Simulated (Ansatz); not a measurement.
# ReC, first-principles data

ReC:
```cif
data_CRe
_chemical_formula_sum 'Re1 C1'
_space_group_name_H-M_alt 'P 1'
_space_group_IT_number 1
_cell_length_a 2.66948
_cell_length_b 2.66948
_cell_length_c 2.66948
_cell_angle_alpha 90.000
_cell_angle_beta 90.000
_cell_angle_gamma 90.000
loop_
_space_group_symop_operation_xyz
  'x, y, z'
loop_
_atom_site_label
_atom_site_type_symbol
_atom_site_fract_x
_atom_site_fract_y
_atom_site_fract_z
_atom_site_occupancy
Re1 Re 0.00000 0.00000 0.00000 1
C1 C 0.50000 0.50000 0.50000 1
```

Space group Pm-3m (No. 221), CsCl type; conventional cell a = b = c = 2.6695 Å, α = β = γ = 90.00°.

Method: the program Ansatz at the PBEsol level (PAW). Geometry: relaxed at this level of theory. Other levels are named where they apply.

Cell and energy:

| Quantity | Result |
|---|---|
| Volume per atom | 9.51 Å³ |
| Density | 17.30 g/cm³ |
| Formation energy from the elements (no fitted shifts) | 0.97 eV/atom |

Electronic structure:

| Item | Value |
|---|---|
| Electronic character | metallic (no gap) |
| Density of states at the Fermi level | 0.50 states/eV per atom (mean over ±0.08 eV) |
| Gap with spin–orbit coupling | none (metallic) |

Mechanics:

| Item | Value |
|---|---|
| Bulk modulus (Birch–Murnaghan fit) | 427 GPa |
| Pressure derivative B′ | 4.4 |
| Elastic constants (relaxed ions, GPa) | C11 = 1050, C12 = 118, C44 = 80.3 |
| Mechanical stability | stable (all eigenvalues of C positive) |
| Hill bulk and shear moduli | 430 and 178 GPa |
| Young's modulus | 469 GPa |
| Poisson's ratio | 0.32 |
| Debye temperature from the elastic constants | 504 K |

Phonons:

| Item | Value |
|---|---|
| Zone-centre stability | unstable, softest mode 133i cm⁻¹ |

A made-up cell: these elements were put on the sites of a structure type; neither database checked (COD, Materials Project) lists it. Its standing as an ambient phase is unchecked. The cell was relaxed with PBEsol under the symmetry of its start. No spin polarisation was allowed. As this level gives no gap, shear constants depend on the k-mesh and smearing (Fermi–Dirac, 0.1 eV here). As this level gives no gap, phonon frequencies hold no LO–TO term and depend on the k-mesh and smearing (Fermi–Dirac, 0.1 eV here). On the denser mesh and wider smearing of the elastic run this cell carries a stress of 0.4 GPa. The references are the lowest solids computed at this level, not always the standard phases. Spin–orbit coupling is left out wherever it is not named.

Potentials: the earlier of the program's two PAW sets. The files were generated under PBE; for other functionals the program regenerates the frozen cores, and for LDA and PBEsol the local potential too.
